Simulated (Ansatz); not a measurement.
Starting cell, TiAl (CuAu type, space group P4/mmm):

```yaml
crystal:
  lattice:
    - [2.81292, 0.00000, 0.00000]
    - [0.00000, 2.81292, 0.00000]
    - [0.00000, 0.00000, 4.05841]
  atoms:
    - { symbol: Al, position: [0.50000, 0.50000, 0.50000] }
    - { symbol: Ti, position: [0.00000, 0.00000, 0.00000] }
```

The atoms are displaced by Q × the pattern below (from a DFPT mode at Γ, largest move 1; Q in Å), at fixed cell. It is one choice among 2 degenerate patterns.

| atom | x | y | z |
|---|---|---|---|
| Al1 | 0.000 | 1.000 | 0.000 |
| Ti2 | 0.000 | -0.564 | 0.000 |

Method: r2SCAN (plane waves to 500 eV, PAW, scalar-relativistic; Ansatz, a first-principles code). k mesh 16×16×12 (Γ-centred), Fermi-Dirac smearing 0.05 eV. E stands for the smeared free energy. Compression counts positive. With partly filled bands, energies and forces of such displacements shift with the k mesh and the smearing. TiAl is run without spin polarisation. TiAl was relaxed with its symmetry unable to fall. The zero of ΔE is the undisplaced structure.

| Q (Å) | ΔE (meV/cell) | P (GPa) | −dE/dQ from forces (eV/Å) |
|---|---|---|---|
| -0.180 | 191 | 2.0 | 2.067 |
| -0.150 | 134 | 1.4 | 1.750 |
| -0.120 | 86 | 0.9 | 1.417 |
| -0.090 | 49 | 0.5 | 1.073 |
| -0.060 | 22 | 0.2 | 0.720 |
| -0.030 | 5 | 0.1 | 0.362 |
| 0.000 | 0 | 0.0 | 0.000 |
| 0.030 | 5 | 0.1 | -0.362 |
| 0.060 | 22 | 0.2 | -0.720 |
| 0.090 | 49 | 0.5 | -1.073 |
| 0.120 | 86 | 0.9 | -1.417 |
| 0.150 | 134 | 1.4 | -1.750 |
| 0.180 | 191 | 2.0 | -2.067 |

Key numbers:

| Quantity | Value |
|---|---|
| Energy at Q = 0.180 Å | 191 meV/cell |
| Space group of the distorted cell | Pmm2 (No. 25), lowered from P4/mmm |
| Symmetry of the curve | even: the same for both signs |
| Shape of the curve | a single well with its minimum at or next to zero displacement |
| Harmonic wavenumber from the curvature (finite differences) | 279 cm⁻¹ |
| Wavenumber by perturbation theory (DFPT, on another k mesh) | 279 cm⁻¹ |

The 13 points together took very roughly 8 core-minutes.

(A displaced cell: forces are minus the slopes of the energy, force constants its curvatures, and phonons follow from these.)
